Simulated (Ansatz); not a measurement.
LaInRu in Ansatz, relaxation

input.yaml:

```yaml
crystal:
  lattice:
    - [4.3747, 0.0, 0.0]
    - [0.0, 4.3747, 0.0]
    - [0.0, 0.0, 7.353153]
  atoms:
    - { symbol: In, position: [0.25, 0.25, 0.175] }
    - { symbol: In, position: [0.75, 0.75, 0.825] }
    - { symbol: La, position: [0.25, 0.25, 0.679] }
    - { symbol: La, position: [0.75, 0.75, 0.321] }
    - { symbol: Ru, position: [0.75, 0.25, 0.0] }
    - { symbol: Ru, position: [0.25, 0.75, 0.0] }
  symmetry: { tolerance: 0.0003 }
kpoints:
  mp_grid: { grid: [8, 8, 5], shift: [0, 0, 0] }
magnetization:
  spin_polarized: false
scf:
  occupations: { method: fermi_dirac }
  lower_state_search: "off"
hamiltonian:
  pseudopotentials: { kind: paw }
  xc: pbe
basis:
  ecutwfc: 420
  fft_grid_basis: typed
relax:
  max_steps: 80
  cell: { p_target: 20.0 }
  f_tol: 0.03
output:
  forces: true
  stress: true
  eigenvalues: true
  bader: true
  populations: true
  elf: true
  write_potential: true
  volumetric_format: npy
  dos:
    e_range: [-12, 8]
    de: 0.05
    projected: { site_lists: { In: [In], La: [La], Ru: [Ru] } }
checkpoint:
  read: saved_state
```

The command:

```bash
ansatz run input.yaml --threads 2 --pin off --max-ram 2560MiB --backend cpu --events-out ev --progress --plain --runs-dir out
```

Origin of the cell: a known structure type with other elements, at an estimated volume, so it need not be a known compound.

The smearing width isn't typed, so it takes its default of 0.1 eV.

The saved state is a converged single point of the same cell.

Steps («new basis» is an SCF on plane waves selected anew at the same cell):

| step | ΔH (meV/atom) | max force component (eV/Å) | P (GPa) | volume (Å³) | SCF iterations | step was |
| --- | --- | --- | --- | --- | --- | --- |
| 1 | 0.0 | 2.675 | 12.45 | 140.72 | 6 | accepted |
| 2 | -225.6 | 1.469 | 17.11 | 131.03 | 8 | accepted |
| 3 | -317.3 | 0.677 | 19.64 | 126.10 | 7 | accepted |
| 4 | -333.3 | 0.407 | 21.00 | 126.49 | 8 | accepted |
| 5 | -336.7 | 0.082 | 19.60 | 126.94 | 7 | accepted |
| 6 | -337.0 | 0.007 | 20.06 | 126.69 | 6 | accepted |
| 7 | -337.0 | 0.007 | 20.01 | 126.75 | 6 | accepted |
| 8 | -336.4 | 0.007 | 20.01 | 126.75 | 6 | new basis |

Step 1, with forces in eV/Å:

```xyz
6
Lattice="4.375 0.000 0.000 0.000 4.375 0.000 0.000 0.000 7.353" Properties=species:S:1:pos:R:3:forces:R:3 pbc="T T T" step=1
In    1.094    1.094    1.287    0.000    0.000    2.675
In    3.281    3.281    6.066    0.000    0.000   -2.675
La    1.094    1.094    4.993    0.000    0.000    0.768
La    3.281    3.281    2.360    0.000    0.000   -0.768
Ru    3.281    1.094    0.000    0.000    0.000    0.000
Ru    1.094    3.281    0.000    0.000    0.000    0.000
```

Step 2, with forces in eV/Å:

```xyz
6
Lattice="4.318 0.000 0.000 0.000 4.318 0.000 0.000 0.000 7.027" Properties=species:S:1:pos:R:3:forces:R:3 pbc="T T T" step=2
In    1.080    1.080    1.416    0.000    0.000    1.469
In    3.239    3.239    5.611    0.000    0.000   -1.469
La    1.080    1.080    4.812    0.000    0.000    0.408
La    3.239    3.239    2.215    0.000    0.000   -0.408
Ru    3.239    1.080    0.000    0.000    0.000    0.000
Ru    1.080    3.239    0.000    0.000    0.000    0.000
```

Step 3, with forces in eV/Å:

```xyz
6
Lattice="4.349 0.000 0.000 0.000 4.349 0.000 0.000 0.000 6.669" Properties=species:S:1:pos:R:3:forces:R:3 pbc="T T T" step=3
In    1.087    1.087    1.492    0.000    0.000    0.020
In    3.261    3.261    5.177    0.000    0.000   -0.020
La    1.087    1.087    4.615    0.000    0.000    0.677
La    3.261    3.261    2.053    0.000    0.000   -0.677
Ru    3.261    1.087    0.000    0.000    0.000    0.000
Ru    1.087    3.261    0.000    0.000    0.000    0.000
```

Step 4, with forces in eV/Å:

```xyz
6
Lattice="4.428 0.000 0.000 0.000 4.428 0.000 0.000 0.000 6.451" Properties=species:S:1:pos:R:3:forces:R:3 pbc="T T T" step=4
In    1.107    1.107    1.490    0.000    0.000    0.097
In    3.321    3.321    4.961    0.000    0.000   -0.097
La    1.107    1.107    4.608    0.000    0.000   -0.407
La    3.321    3.321    1.843    0.000    0.000    0.407
Ru    3.321    1.107    0.000    0.000    0.000    0.000
Ru    1.107    3.321    0.000    0.000    0.000    0.000
```

Step 5, with forces in eV/Å:

```xyz
6
Lattice="4.408 0.000 0.000 0.000 4.408 0.000 0.000 0.000 6.534" Properties=species:S:1:pos:R:3:forces:R:3 pbc="T T T" step=5
In    1.102    1.102    1.496    0.000    0.000   -0.046
In    3.306    3.306    5.037    0.000    0.000    0.046
La    1.102    1.102    4.619    0.000    0.000    0.082
La    3.306    3.306    1.914    0.000    0.000   -0.082
Ru    3.306    1.102    0.000    0.000    0.000    0.000
Ru    1.102    3.306    0.000    0.000    0.000    0.000
```

Step 8, with forces in eV/Å:

```xyz
6
Lattice="4.411 0.000 0.000 0.000 4.411 0.000 0.000 0.000 6.514" Properties=species:S:1:pos:R:3:forces:R:3 pbc="T T T" step=8
In    1.103    1.103    1.492    0.000    0.000    0.004
In    3.308    3.308    5.023    0.000    0.000   -0.004
La    1.103    1.103    4.613    0.000    0.000   -0.007
La    3.308    3.308    1.902    0.000    0.000    0.007
Ru    3.308    1.103    0.000    0.000    0.000    0.000
Ru    1.103    3.308    0.000    0.000    0.000    0.000
```

* Enthalpy lowered by: 336.4 meV/atom
* Volume change: -9.93 %
* Final pressure: 20.01 GPa
* Relaxation steps listed: 8

Caveats: no moments, though an odd count or open d shells may carry them; no spin-orbit coupling, though heavy elements are present; the relaxation held the start's symmetry, so the end may be a saddle point.

It ran for 88 s of wall time on 2 CPU thread(s) of a shared host, from a saved density.
